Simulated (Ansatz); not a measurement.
## Notes on SbPd$_{3}$

```xyz
8
Lattice="2.3927 4.1442 0.0000 -2.3927 4.1442 0.0000 0.0000 0.0000 8.5191" Properties=species:S:1:pos:R:3 pbc="T T T"
Sb   -0.0002    2.7629    2.1298
Sb   -0.0002    5.5255    6.3893
Pd    0.0000    0.0000    2.1298
Pd    0.0000    0.0000    6.3893
Pd   -0.0002    2.7629    5.0859
Pd   -0.0002    5.5255    0.8264
Pd   -0.0002    2.7629    7.6928
Pd    0.0000    5.5259    3.4332
```

Level: r2SCAN, no spin polarisation; 500 eV; 8×8×4 Γ-centred mesh; fermi-dirac occupations (width 0.1 eV); Ansatz 0.2.0, fixed geometry.

Q: What is the formation energy?

A: -0.04 eV an atom against the elements' usual phases (free molecules for gases, crystals otherwise, with no correction for O₂ or N₂), too near zero to call. Relaxing would lower it.

Q: What do density and ELF say about some of the short contacts?

A: Pd–Pd at 2.61 Å: least valence density 0.37 e/Å³ and ELF 0.20 there. Sb–Pd at 2.76 Å: least valence density 0.34 e/Å³ and ELF 0.37 there. These are pseudo-fields; inside the PAW spheres they differ from the all-electron ones.

Q: What happens at the Fermi level?

A: It is a metal, with about 4.4 states/eV a cell as the mean within 0.25 eV of the Fermi level, mostly Pd d (54 %) and Sb p (34 %).

Q: How is the charge shared?

A: Bader charges in e: Sb +0.37, Pd -0.16 to -0.11. In the mean Sb gives up most and Pd takes most.

Q: Is the cell too large or too small?

A: The pressure is -15.2 GPa (compression positive), so with the atoms held at these fractions the cell would first shrink; the forces are large, so a full relaxation may end otherwise. The principal stresses -17.1, -17.1, -11.5 GPa differ, so its shape would change too.

Origin: a known structure type with other elements, at an estimated volume, so it need not be a known compound. Caveats: atoms or cell far from equilibrium.
